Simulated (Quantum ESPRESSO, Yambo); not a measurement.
Levels of theory for the gap of CsSnBr$_{3}$

CsSnBr₃ (cubic perovskite, space group Pm-3m, No. 221): one geometry, one set of PBE (stringent potentials; pw.x of Quantum ESPRESSO, ONCV potentials, without SOC) orbitals, self-energies from Yambo (2×2×2 Γ-centred k mesh, bands 20 to 553 and a 12 Ry block in the screening, 553 bands in G with the Bruneval-Gonze terminator, plasmon pole fitted at 27.2 eV).

Cell and atoms were relaxed with PBEsol from Materials Project entry mp-27214, within its symmetry.

```json
[
 {"level": "PBE (Quantum ESPRESSO)", "gap R → R (eV)": "0.35", "rough Yambo cost": "–"},
 {"level": "exchange only (Hartree-Fock self-energy on PBE orbitals)", "gap R → R (eV)": "6.86", "rough Yambo cost": "about 1/20 (8 states)"},
 {"level": "static COHSEX@PBE", "gap R → R (eV)": "2.17", "rough Yambo cost": "about 1/2 (2 states)"},
 {"level": "G0W0@PBE, plasmon pole", "gap R → R (eV)": "1.74", "rough Yambo cost": "1 (8 states)"}
]
```

Bare exchange has no screening and gives the widest gap; static COHSEX screens it but leaves out the frequency dependence, which G0W0 restores.

Costs are rough ratios of core time on shared machines.

Nearest settings tried, and what they do to the gap: 297 bands in G: -1 meV; 297 bands in W, 297 bands in G: -20 meV; 7 Ry block (461 vectors against 949): -85 meV. Not varied: mesh. So the settings aren't converged at that level. The k mesh is coarse.

Spin-orbit splittings are left out. The cell is held in this high symmetry; tilts and polar distortions were not searched.

The structure is a Materials Project entry; no match was found in the copy of COD used, and its stability was not checked.
